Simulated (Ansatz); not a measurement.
SiCO4 (I-4), relaxed with PBEsol (Ansatz, an electronic-structure program, plane waves, PAW): a = 4.379 Å, b = 4.379 Å, c = 6.550 Å, α = 90.00°, β = 90.00°, γ = 90.00°.

```
Item                             Value
-------------------------------  -----
gap (eV)                          6.96
ΔH_f (eV/atom)                   -1.87
B₀ by P(V) fit (GPa)              63.9
electron conductivity mass (mₑ)   0.56
```

Task: The same phase is relaxed and computed with r²SCAN in the same code. What are the cell and these values now?

Result: a = 4.357 Å, b = 4.357 Å, c = 6.552 Å, α = 90.00°, β = 90.00°, γ = 90.00°.

* **gap (eV)**: 7.90
* **ΔH_f (eV/atom)**: -1.93
* **B₀ by P(V) fit (GPa)**: 70.4
* **electron conductivity mass (mₑ)**: 0.54

Typed or built starts, not in the databases checked: SiCO4, I-4 (Si on 2a, C on 2c, O on 8g). All cells were relaxed under the symmetry of their starts (and spin orders); stability against distortions was not tested throughout.

Potentials: the later of the program's two PAW sets.

Ansatz is a plane-wave DFT program.

Formation energies count from the lowest solids of the elements computed at the same level, not from gases.
